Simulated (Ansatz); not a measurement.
## What a change of settings does to a run on SbAu

The structure comes from a relaxation in the same program, started in the zincblende type, and has space group F-43m. Whether it is a known phase or the ground state wasn't checked.

First run: DFT, LDA, PAW with Ansatz's default frozen-core files, scalar-relativistic (Ansatz 0.2.0).

Command: `ansatz run input.yaml --threads 1 --pin off --max-ram 2048MiB --backend cpu --events-out ev --progress --plain --runs-dir out` The run took about 7.5 s on 1 thread of a shared machine.

```yaml
crystal:
  lattice:
    - [0.0, 3.1108764887, 3.1108764887]
    - [3.1108764887, 0.0, 3.1108764887]
    - [3.1108764887, 3.1108764887, 0.0]
  atoms:
    - { symbol: Au, position: [0.0, 0.0, 0.0] }
    - { symbol: Sb, position: [0.25, 0.25, 0.25] }
kpoints:
  mp_grid: { grid: [10, 10, 10] }
  band_path:
    path:
      - [0.0, 0.0, 0.0]
      - [-0.5, -0.5, 0.0]
      - [-0.375, -0.375, 0.25]
      - [-0.375, 0.0, 0.375]
      - [0.0, 0.0, 0.0]
      - [0.0, 0.0, 0.5]
      - [-0.5, -0.25, 0.25]
      - [-0.5, -0.5, 0.0]
    npoints: 5
scf:
  occupations: { method: fermi_dirac, width: 0.08 }
hamiltonian:
  xc: lda
  pseudopotentials: { kind: paw }
output:
  forces: true
  stress: true
  eigenvalues: true
  efg: { contact_densities: true }
```

Result: converged; pressure -4.95 GPa; no gap on the k mesh; 6 SCF iterations.

Spin–orbit coupling is left out, though it moves levels of the heavy atoms by tenths of an eV or more.

The input is then changed:

```diff
@@ -8,5 +8,5 @@
     - { symbol: Sb, position: [0.25, 0.25, 0.25] }
 kpoints:
-  mp_grid: { grid: [10, 10, 10] }
+  mp_grid: { grid: [7, 7, 7] }
   band_path:
     path:
```

Q: Predict the outcome of the changed run.

A: It converged; energy at zero smearing +3.8 meV/atom from the first run; pressure -5.02 GPa; no gap on the k mesh; 6 SCF iterations. Some of these settings are too coarse for converged properties.
